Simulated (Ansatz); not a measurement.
Method: DFT PBE, scalar-relativistic, plane waves, PAW (Ansatz 0.2.0). Settings: cutoff 420 eV, Γ-centred meshes spaced at most about 0.3 Å⁻¹, and about 0.25 Å⁻¹ or finer for metals (2π included), Gaussian smearing. No spin polarisation in the final relaxations.

Each of these unrelaxed guesses is relaxed in cell and atoms within its symmetry. A guess keeps its type if space group and coordination stay and the shape of the cell changes little (axis ratios within about 15 %, angles within 6°); the volume may change.

1. AlGa2Sb3

```
Al Ga Sb
1.0
     6.12968    0.00000    0.00000
    -3.06484    5.30846    0.00000
     0.00000    0.00000    4.34468
Al Ga Sb
1 2 3
Cartesian
  0.0000 0.0000 0.0000
  0.0000 3.5390 0.0000
  3.0648 1.7695 0.0000
  3.0648 0.0000 2.1723
  -1.5324 2.6542 2.1723
  1.5324 2.6542 2.1723
```

2. Cs2IrPt2

```
Cs Ir Pt
1.0
     4.90396    0.00000    0.00000
     0.00000    4.90396    0.00000
     0.00000    0.00000   12.58443
Cs Ir Pt
4 2 4
Direct
  0.00000 0.50000 0.28048
  0.50000 0.00000 0.71952
  0.50000 0.00000 0.21952
  0.00000 0.50000 0.78048
  0.00000 0.00000 0.00000
  0.50000 0.50000 0.50000
  0.00000 0.00000 0.37982
  0.50000 0.50000 0.87982
  0.00000 0.00000 0.62018
  0.50000 0.50000 0.12018
```

3. Zr2In2O3

```
Zr In O
1.0
     2.57476    1.48654    4.14035
    -2.57476    1.48654    4.14035
     0.00000   -2.97308    4.14035
Zr In O
2 2 3
Direct
  0.50000 0.50000 0.50000
  0.00000 0.00000 0.00000
  0.21500 0.21500 0.21500
  0.78500 0.78500 0.78500
  0.00000 0.50000 0.50000
  0.50000 0.00000 0.50000
  0.50000 0.50000 0.00000
```

Q: Which guesses survive the relaxation?

A: Guesses 1 and 3 keep their type.

```
guess  kept  start group  end group  V start (Å³/atom)  V end  b/a and c/a, end over start  nearest neighbours start  nearest neighbours end
    1   yes       P6/mmm     P6/mmm               23.6   28.2                   1.00, 1.13         Al 18, Ga 6, Sb 8       Al 18, Ga 6, Sb 8
    2    no     P4_2/nmc   P4_2/nmc               30.3   30.8                   1.00, 3.12         Cs 2, Ir 12, Pt 3        Cs 6, Ir 8, Pt 5
    3   yes         R-3m       R-3m               13.6   15.0                   1.00, 0.99         In 3, O 2, Zr 6/8       In 3, O 2, Zr 6/8
```

Neighbours count within 15 % of an atom's shortest distance; end groups are read at 0.02 Å (0.05 Å in metals).

Spin–orbit coupling, which can matter for Ir, Pt and Sb, is left out. Cells relaxed within their symmetry can be saddle points.

In counts of neighbours, a slash parts the counts of unlike sites.
